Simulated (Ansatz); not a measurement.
This cell of ZrB2 (AlB2 type, space group P6/mmm) is off equilibrium:

```xyz
6
Lattice="6.3354 0.0000 0.0000 -1.5839 2.7433 0.0000 0.0000 0.0000 3.5503" Properties=species:S:1:pos:R:3 pbc="T T T"
Zr     0.0000     0.0000     0.0000
Zr     3.0522    -0.1155    -0.1155
B      0.0000     1.8289     1.7751
B      3.1677     1.8289     1.7751
B      1.5839     0.9144     1.7751
B      4.7516     0.9144     1.7751
```

The numbers are results of r2SCAN (plane waves to 500 eV, PAW, scalar-relativistic; Ansatz, a program for electronic structure), not measurements. k mesh 7×14×11 (Γ-centred), Fermi-Dirac smearing 0.05 eV. E stands for the smeared free energy. Stress and pressure are positive under compression. With partly filled bands, energies and forces of such displacements shift with the k mesh and the smearing. ZrB2 is run without spin polarisation. ZrB2 was relaxed with its symmetry unable to fall.

**Question.** What forces act on the atoms (eV/Å, Cartesian)?

**Answer.** 
| atom | Fx | Fy | Fz |
|---|---|---|---|
| Zr1 | -1.052 | -0.738 | -0.281 |
| Zr2 | 2.650 | 2.329 | 2.043 |
| B3 | -0.737 | -0.514 | -0.488 |
| B4 | -0.152 | -0.258 | -0.379 |
| B5 | -0.233 | -0.457 | -0.733 |
| B6 | -0.475 | -0.362 | -0.162 |

**Question.** Give the stress tensor in GPa and the pressure.

**Answer.** 
```
    2.2      1.0      1.7
    1.0      2.0      1.7
    1.7      1.7      3.1
```
The pressure, a third of the trace, is 2.4 GPa.

**Question.** In it atom 2 sits (-0.115, -0.115, -0.115) Å away from its relaxed site. What is its energy relative to the relaxed cell?

**Answer.** 398 meV/cell.

(For displaced atoms, the force is minus the slope of the energy, and its curvature is a force constant, which sets phonon frequencies.)
